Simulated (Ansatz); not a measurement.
Mg2P2O7 in space group C2/m (No. 12; Pearson symbol mS22), the program Ansatz at the r²SCAN level (PAW), all energies at zero smearing, with the estimated change up to a 700 eV cutoff added, with one set of potentials and settings (totals compare only within such a set). Cell of 11 atoms (2 Mg, 2 P, 7 O): -9363.507 eV.

| element | reference phase | E (eV/atom) |
|---|---|---|
| Mg | P6_3/mmc, 2 atoms in the cell | -1926.4086 |
| P | Cmce, 4 atoms in the cell | -759.1646 |
| O | C2/m, 4 atoms in the cell, spin-polarised | -566.0281 |

Formation energy per atom, worked out: (-9363.507 − 2×(-1926.4086) − 2×(-759.1646) − 7×(-566.0281))/11 = -2.742 eV/atom (-265 kJ per mol of atoms), at 0 K, without zero-point energy or fitted corrections.

The workflow started from a Materials Project entry (that database holds measured and hypothetical structures alike); the Crystallography Open Database files this formula in space group No. 12, but the cells were not matched. Its standing as an ambient phase is unchecked. Symmetry was held in the r²SCAN relaxation; its stability against distortions is not shown here. The references are the lowest solids computed at this level, not always the standard phases (solids in place of the gases).

Potentials: the later of the program's two PAW sets.
